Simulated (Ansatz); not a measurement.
SiGe$_{3}$ in space group P-4m2 (No. 115; Si on 1a, Ge on 2g, Ge on 1c), the program Ansatz at the PBEsol level (PAW). The conduction-band minimum lies at R, with 2 equivalent valleys. Second derivatives d²E/dk² of the lowest band at one valley (eV·Å²), along Cartesian directions:

```tsv
direction	d²E/dk²
[100]	110.8
[010]	37.43
[001]	76.66
[110]	74.19
[101]	93.76
[011]	56.59
```

### Question
Find the principal effective masses, the density-of-states mass and the conductivity mass.

### Answer
Off-diagonal terms follow from H_xy = H[110] − (H_xx + H_yy)/2, and m*/mₑ = 7.620 eV·Å² over each eigenvalue: 0.069, 0.099, 0.20. One valley's DOS mass (m₁m₂m₃)^(1/3) = 0.11, conductivity mass 3/(Σ 1/mᵢ) = 0.10 mₑ.

### Question
What effective density of states Nc follows at 300 K for parabolic valleys?

### Answer
Nc = 2.509e19 × 2 × (0.11)^(3/2) ≈ 1.8e18 cm⁻³.

The start of the workflow was typed in or built on a structure type; neither database checked (COD, Materials Project) lists it. Its standing as an ambient phase is unchecked. The PBEsol relaxation kept the symmetry of its start; its stability against distortions is not shown here. Scalar-relativistic: spin–orbit coupling is off unless named, which matters more the heavier the elements.

Potentials: the later of the program's two PAW sets.

Edges and masses are those of Kohn–Sham bands, whose gap is no quasiparticle gap.
